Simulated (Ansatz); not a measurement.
Given:

YGe:
```
YGe
1.0
    3.81191     0.00000     0.00000
   -1.90595     3.30121     0.00000
    0.00000     0.00000     4.04855
Y Ge
1 1
Direct
  0.00000   0.00000   0.00000
  0.66667   0.33333   0.50000
```

This is the r²SCAN-relaxed structure.

Task: All from r²SCAN (plane waves, PAW; program Ansatz), unless another level is named. Estimate the electronic character.

Result: metallic (no gap).

Task: What about the density of states at the Fermi level?

Result: 0.64 states/eV per atom (mean over ±0.08 eV).

Task: Next, the formation energy from the elements (no fitted shifts)?

Result: -0.54 eV/atom.

Space group P-6m2. A made-up cell: these elements were put on the sites of a structure type; neither database checked (COD, Materials Project) lists it. Whether it is the stable phase at ambient conditions was not checked. The r²SCAN relaxation kept the symmetry of its start; its stability against distortions is not shown here. The run is not spin-polarised. The references are the lowest solids computed at this level, not always the standard phases. Scalar-relativistic: spin–orbit coupling is off unless named, which matters more the heavier the elements.

Potentials: the later of the program's two PAW sets.
